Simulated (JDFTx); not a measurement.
| Property | Result |
|---|---|
| surface | Cd(0001) |
| bulk | Cd, P6_3/mmc, lattice of mp-94 (not re-optimised) |
| slab | 4 atoms in 4 planes, 1x1, 8.9 Å between the outermost planes |
| in-plane cell | 2.958 × 2.958 Å, 7.58 Å² |
| cell height | 24.8 Å |
| sampling | 8×8×1 k mesh, Fermi smearing 0.01 Ha, no spin polarisation |

Level of theory: PBE, GBRV ultrasoft potentials, plane waves to 20/100 Ha; code: a modified build of JDFTx. Liquid: linear PCM (GLSSA13), water, 1 M NaCl; nuclei fixed. Potentials are counted from the potential of zero charge; σ repeats to about 1 %.

| U − U_pzc (V) | σ (μC/cm², per face) |
|---|---|
| -0.91 | -13.37 |
| -0.16 | -2.59 |
| 0.49 | 8.18 |
| 0.69 | withheld |
| 0.85 | 15.00 |
| 0.89 | 15.74 |

Task: Fit σ = C₀x + bx² (x = U − U_pzc) to the other rows by least squares, predict the withheld value, and compare with the run.

Result: The fit gives C₀ (μF/cm²) = 16.2, b (μF/cm²/V) = 1.66, with a root-mean-square miss of 0.07 μC/cm² on its own rows. It predicts 12.0 μC/cm²; the run gives 11.8 μC/cm², a miss of 0.2 μC/cm².
